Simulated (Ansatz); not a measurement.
# KMnF₃ (Pm-3m): one cell, several electronic states

Computed with Ansatz (plane waves, PAW): PBEsol+U, U_eff = 4.0 eV (Dudarev form) on Mn d, fully localised double counting, scalar-relativistic datasets, 420 eV, PAW set soft_2 (made for PBE), 5×5×5 mesh, Gaussian smearing of 0.05 eV.

```
K Mn F
1.0
     4.18690    0.00000    0.00000
     0.00000    4.18690    0.00000
     0.00000    0.00000    4.18690
K Mn F
1 1 3
Cartesian
  2.0934 2.0934 2.0934
  0.0000 0.0000 0.0000
  2.0934 0.0000 0.0000
  0.0000 2.0934 0.0000
  0.0000 0.0000 2.0934
```

The structure is that of a measured cell (COD), unrelaxed.

Cell and atoms stay fixed, and the cell was started in 6 ways, without spin–orbit coupling. The starts were built for 5 d electrons on Mn, a formal count that the converged states needn't keep. Starting moments of the plain starts: Mn2 5.00 μB (atoms counted from 1).

Energies count from the lowest free state found; constrained states (a lock kept on the moments, or spin off) can lie above or below free ones. A natural orbital (eigenvector of a shell's occupation matrix) is counted as filled above 0.75 (0.9 in a metal) and as partly filled from 0.35 up to that; ↑ and ↓ are the spin channels.

| state | reached from | ΔE (meV/atom) | gap (eV) | P (GPa) | cell spin moment (μB) | site spin moments (μB) | shell filling | Hubbard energy (eV/cell) | flags |
| --- | --- | --- | --- | --- | --- | --- | --- | --- | --- |
| 1 | from atoms, default search; from atoms, symmetry kept, no search; random orbitals: random mixtures, one electron more (draw 7); 2 more | 0.0 | 2.70 | 1.0 | 5.00 | Mn 4.20; F 0.05 | Mn 5↑ 0↓, 5.21 e | 0.45 | – |
| 2 | random orbitals: single harmonics, lower spin (4+1 electrons) (draw 4) | 430.7 | 1.24 | 0.5 | 3.00 | Mn 2.51; F 0.06 | Mn 4↑ 1↓, 5.26 e | 0.54 | – |

The lowest free state (state 1) has 5 d electrons in filled orbitals, 5 of them unpaired, the high-spin filling, a gap of 2.70 eV and a whole-number cell moment of 5 μB, as a collinear insulator must have. Its natural occupations are Mn2 spin up: 0.99 0.99 1.00 1.00 1.00; Mn2 spin down: 0.03 0.03 0.03 0.07 0.07.

State 2 lies 430.7 meV/atom higher, or 2.15 eV per cell. It has 5 filled d spin orbitals, 3 more of one spin than of the other, a gap of 1.24 eV and a whole-number cell moment of 3 μB, as a collinear insulator must have; natural occupations Mn2 spin up: 0.11 0.99 1.00 1.00 1.00; Mn2 spin down: 0.03 0.03 0.03 0.08 0.99. On Mn2, N↑ − N↓ is 2.94 in size in state 2 against 4.76 in state 1: with fewer parallel spins, state 2 lacks part of the exchange energy behind Hund's first rule. With J = 0 the Hubbard energy is (U/2) Σ λ(1 − λ), a penalty on fractional natural occupations. The sums Σ λ(1 − λ) over the cell's shells are 0.22 for state 1 and 0.27 for state 2, which at U/2 = 2.00 eV give 0.45 and 0.54 eV per cell. Of the difference of 2.15 eV per cell, the Hubbard term gives 0.09 eV and all other terms 2.06 eV, so the Hubbard term itself makes little of it, though U shapes both states. The other terms are taken on each state's own density, so they aren't the result of a run without U.

With one Mn ion in the cell, Mn moments can't oppose each other.

Other starts might reach a lower state still. The value of U was drawn from a range and not derived for this compound; another value can change gaps, moments and the order of states. A gap on the mesh alone may shrink between mesh points. Site moments are integrated in small spheres and here fall short of the shell's N↑ − N↓.
